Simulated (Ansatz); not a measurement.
Here is an unrelaxed guess for HoAs3Pd.

```
Ho As Pd
1.0
     4.77099    0.00000    0.00000
     0.00000    4.77099    0.00000
     0.00000    0.00000    4.77099
Ho As Pd
1 3 1
Direct
  0.50000 0.50000 0.50000
  0.50000 0.00000 0.50000
  0.00000 0.50000 0.50000
  0.50000 0.50000 0.00000
  0.00000 0.00000 0.00000
```

The calculation used DFT PBE, scalar-relativistic, plane waves, PAW, and for the lanthanide a 4f-in-core norm-conserving potential (Ansatz 0.2.0). Cutoff 690 eV; k points 4×4×4 on the computed 5-atom cell (Γ-centred); Gaussian smearing, width 0.10 eV; no spin polarisation.

The zero of energy is the elements' standard structures at the same level; no fitted shifts are applied.

Problem. Estimate its pressure, forces and energy as it stands.

Solution. The pressure is 22.3 GPa (it wants to expand), the largest force is 0.00 eV/Å (symmetry fixes the atoms), and the energy is +1.11 eV/atom against the elements. The shortest distance is 2.39 Å.

Problem. Is it a good guess?

Solution. A rough one: relaxing gains about 0.43 eV/atom (the start's value is from the coarse mesh, so the gain is rough) in 10 ionic steps and ends at +0.68 eV/atom on the finer mesh. The symmetry stays Pm-3m (No. 221). The end has the antiperovskite type. The volume per atom grows by 38.3 %, from 21.7 to 30.0 Å³. The shortest distance goes from 2.39 Å (Ho–As) to 2.66 Å (Ho–As). Conventional cell: a = 5.316 Å. Ho is surrounded by 6 As at 2.66 Å; As is surrounded by 2 Ho at 2.66 Å, 4 Pd at 3.76 Å and 8 As at 3.76 Å; around Pd lie 12 As at 3.76 Å (long against covalent radii, as for large ions).

The last run used an 8×8×8 mesh for its 5-atom cell and Gaussian smearing of 0.10 eV. The reference form of As is held partly by dispersion forces, which this level lacks. Trial moments died out on the coarse mesh, so the last step has no spin; another magnetic start might hold. The relaxation can't lower the symmetry of the start, and the grade says only how near the guess is to its own end. A structure relaxed within its symmetry needn't be a true minimum. Another cell of HoAs3Pd relaxed alike, in Pm-3m, lies 0.74 eV/atom lower, so this cell isn't the stable form at this level.

The lanthanide is trivalent by construction, without f bands, f moments or other valences. The reference runs of the other elements, and any phases without the lanthanide, used 420 eV, which shifts energies against them by under 10 meV/atom. The lanthanide's reference is the lowest of its hcp, dhcp and fcc cells.
